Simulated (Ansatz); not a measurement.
Is this Mg3CdS4 structure a true minimum?

The structure comes from a generated guess, relaxed at this level; another structure or a mixture of phases may lie lower.

The calculation used DFT PBE, scalar-relativistic, plane waves, PAW (Ansatz). Cutoff 420 eV; k points 8×8×4 on the computed 8-atom cell (Γ-centred); Gaussian smearing, width 0.02 eV; no spin polarisation.

The cell below (8 atoms, space group P4/mmm (No. 123)) is relaxed within its symmetry.

```
CELL_PARAMETERS angstrom
3.75228 0.00000 0.00000
0.00000 3.75228 0.00000
0.00000 0.00000 10.63238
ATOMIC_POSITIONS crystal
Mg 0.00000 0.00000 0.74561
Mg 0.00000 0.00000 0.25439
Mg 0.50000 0.50000 0.50000
Cd 0.50000 0.50000 0.00000
S 0.00000 0.00000 0.00000
S 0.50000 0.50000 0.25684
S 0.00000 0.00000 0.50000
S 0.50000 0.50000 0.74316
```

For the test it was strained at random (σ = 1.5 % a component), the atoms were moved at random (σ = 0.15 Å), and all was relaxed again on a coarse 4×4×2 mesh (in the run’s order of axes) with 0.10 eV smearing, with no symmetry imposed.

Q: Is the structure stable against such a distortion?

A: It returns, within 1 meV/atom of the unmoved cell on that mesh and with the same symmetry when read at 0.1 Å. So it is stable against the distortions that fit this cell and that this random move excites. Modes that don't fit the cell aren't tested.
